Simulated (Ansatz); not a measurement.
An Ansatz (an electronic-structure program) input:

Ansatz 0.2 input:
```yaml
crystal:
  lattice:
    - [3.0040315309, 0.0, 0.0]
    - [0.0, 3.0040315309, 0.0]
    - [0.0, 0.0, 3.0040315309]
  atoms:
    - { symbol: Ru, position: [0.0, 0.0, 0.0] }
    - { symbol: Al, position: [0.5, 0.5, 0.5] }
kpoints:
  mp_grid: { grid: [10, 10, 10] }
  band_path:
    path:
      - [[0.0, 0.0, 0.0], [0.0, 0.5, 0.0], [0.5, 0.5, 0.0], [0.0, 0.0, 0.0], [0.5, 0.5, 0.5], [0.0, 0.5, 0.0]]  # Γ-X-M-Γ-R-X
      - [[0.5, 0.5, 0.5], [0.5, 0.5, 0.0]]  # R-M
    npoints: 12
basis: { xc_grid: 2 }
hamiltonian:
  xc: pbe
  pseudopotentials: { kind: paw }
magnetization: { noncollinear: true, spin_orbit: true }
scf:
  n_extra_bands: 13
  convergence: { dr2_threshold: 0.0000000001 }
  occupations: { method: gaussian, width: 0.05 }
output: { eigenvalues: true }
```

Task: How many symmetry operations and irreducible k-points will the run report?

Result: 48 operations, 56 of 1000 k-points.

Task: With a cutoff of 420 eV, how many plane waves at Γ?

Result: 515.

It took around 10 core-seconds (rough) on shared server cores.

Space group Pm-3m (CsCl type). Symmetry was held in the PBE relaxation. The run is not spin-polarised.

Potentials: the later of the program's two PAW sets.

Ansatz is a plane-wave DFT program.
